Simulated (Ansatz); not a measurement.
# What settings do to one calculation: K started on a Zn site next to a P vacancy in chalcopyrite ZnGeP2, 15 atoms, charge +2

Ansatz (PAW, plane waves), atoms fixed. The base input:

```yaml
crystal:
  lattice:
    - [5.424133, -0.000044, -0.000015]
    - [-0.000044, 5.424133, -0.000015]
    - [-0.000030, -0.000030, 10.708528]
  atoms:
    - { symbol: Zn, position: [0.998209, 0.002529, 0.998623] }
    - { symbol: Zn, position: [0.997758, 0.497256, 0.249284] }
    - { symbol: Zn, position: [0.499724, 0.989243, 0.750042], spin: 0.286 }
    - { symbol: Ge, position: [0.003098, 0.003393, 0.498907], spin: 0.286 }
    - { symbol: Ge, position: [0.505643, 0.998655, 0.250826] }
    - { symbol: Ge, position: [0.499414, 0.502153, 0.001157] }
    - { symbol: Ge, position: [0.005906, 0.499086, 0.752141], spin: 0.286 }
    - { symbol: P, position: [0.252638, 0.254675, 0.124267] }
    - { symbol: P, position: [0.747482, 0.746557, 0.122503] }
    - { symbol: P, position: [0.748919, 0.249121, 0.377936], spin: 0.286 }
    - { symbol: P, position: [0.252079, 0.754578, 0.378346], spin: 0.286 }
    - { symbol: P, position: [0.253735, 0.745045, 0.872850] }
    - { symbol: P, position: [0.750249, 0.749976, 0.624988], spin: 0.286 }
    - { symbol: P, position: [0.753033, 0.250588, 0.874727] }
    - { symbol: K, position: [0.496242, 0.498023, 0.497766], spin: 0.286 }
  symmetry: { detect: false }
kpoints:
  mp_grid: { grid: [1, 1, 1], shift: [0.25, 0.25, 0.25] }
hamiltonian:
  xc: pbesol
total_charge: 2
magnetization:
  spin_polarized: true
scf:
  occupations: { method: fermi_dirac, width: 0.01 }
output:
  forces: true
  eigenvalues: true
  populations: true
  charged_corrections: { epsilon: 11 }
```

Command:

```sh
ansatz run in.yaml --threads 2 --pin off --max-ram 20900MiB --runs-dir r --events-out ev --progress --plain
```

It converged in 27 iterations and 9.5 s of wall time on 2 threads of an EPYC 7R13 processor, on a host shared with other runs; peak host memory 0.85 GiB; largest force component 3.14 eV/Å. The cutoff was the default, 420 eV. The base isn't a converged reference: it has few k points, and its atoms are unrelaxed. Each run below changes the keys shown and caps the iterations.

| run | changed | ending | iterations | free energy less the base (meV per atom) | rms change of forces (eV/Å) | change of pressure (GPa) | wall time (s, shared host) |
| --- | --- | --- | --- | --- | --- | --- | --- |
| 1 | xc_grid 3 (2 is the default), max_iter 80 | converged | 27 | 0.0 | 0.000 | – | 12 CPU |
| 2 | dr2_threshold 0.001, dispersion d3bjatm, max_iter 60 | converged | 19 | other zero | 0.008 | – | 7.2 CPU |
| 3 | accuracy low (cutoff and grids as in the base), max_iter 80, total_charge 4 | converged | 22 | other zero | 0.447 | – | 7.5 CPU |
| 4 | mixing beta 0.01, max_iter 70 | converged | 32 | -0.4 | 0.088 | – | 8.6 CPU |
| 5 | max_iter 90, k points the Γ point alone | converged | 19 | 195.7 | 0.732 | – | 3.8 CPU |
| 6 | mixing algorithm broyden, accuracy low (cutoff and grids as in the base), max_iter 70 | converged | 24 | -0.4 | 0.088 | – | 7.4 CPU |
| 7 | max_iter 80, total_charge 8 | converged | 26 | other zero | 0.603 | – | 9.5 CPU |
| 8 | xc_grid 1 (2 is the default), xc revpbe, max_iter 90, k points the single k point (½, ½, ½) | converged | 24 | other zero | 0.742 | – | 5 CPU |

«Other zero»: another functional, charge or dispersion term moves the zero of energy, so the difference says nothing of accuracy.

**Question.** Which changes leave the result alone, and which of the same physical model moves the forces most?

**Answer.** The forces move by under 0.002 eV/Å in run 1. Run 5 (max_iter 90, k points the Γ point alone) moves them most among the runs with the same functional, charge and dispersion term, by 0.732 eV/Å.
